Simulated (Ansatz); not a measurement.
**ScAg4, a known structure type with other elements, at an estimated volume**

```
Sc Ag
1.0
    -3.77697    3.77697    3.41392
     3.77697   -3.77697    3.41392
     3.77697    3.77697   -3.41392
Sc Ag
2 8
Direct
  0.12500 0.87500 0.25000
  0.87500 0.12500 0.75000
  0.35400 0.79600 0.55800
  0.79600 0.73800 0.44200
  0.73800 0.79600 0.94200
  0.79600 0.35400 0.05800
  0.64600 0.20400 0.44200
  0.20400 0.64600 0.94200
  0.26200 0.20400 0.05800
  0.20400 0.26200 0.55800
```

Single point in Ansatz 0.2.0 with r2SCAN, no spin polarisation. Cutoff 500 eV, PAW datasets, 5×5×5 Γ-centred k mesh, tetrahedron filling.

(1) What happens at the Fermi level?

(2) Is the cell too large or too small?

(3) Which atom feels the largest force, and which way?

(4) What do density and ELF say about some of the short contacts?

Origin: a known structure type with other elements, at an estimated volume, so it need not be a known compound. Caveats: empty levels are not fully converged; atoms or cell far from equilibrium; forces and stress under tetrahedra may miss the slope of the energy.

## Answers

(1) It is a metal, with about 4.3 states/eV a cell as the mean within 0.25 eV of the Fermi level, mostly Sc d (42 %) and Ag s (30 %).

(2) The pressure is 12.5 GPa (compression positive), so with the atoms held at these fractions the cell would first expand; the forces are large, so a full relaxation may end otherwise. The principal stresses 5.3, 16.1, 16.1 GPa differ, so its shape would change too.

(3) The largest is on Ag3 (and as large on other atoms): 2.57 eV/Å, components (0.00, 2.04, -1.55). It makes 156° with the line to a nearest neighbour, Sc1 at 2.39 Å, pointing away from it.

(4) Sc–Ag at 2.39 Å: least valence density 0.43 e/Å³ and ELF 0.14 there. Both are smooth PAW fields, read partly inside the augmentation spheres.
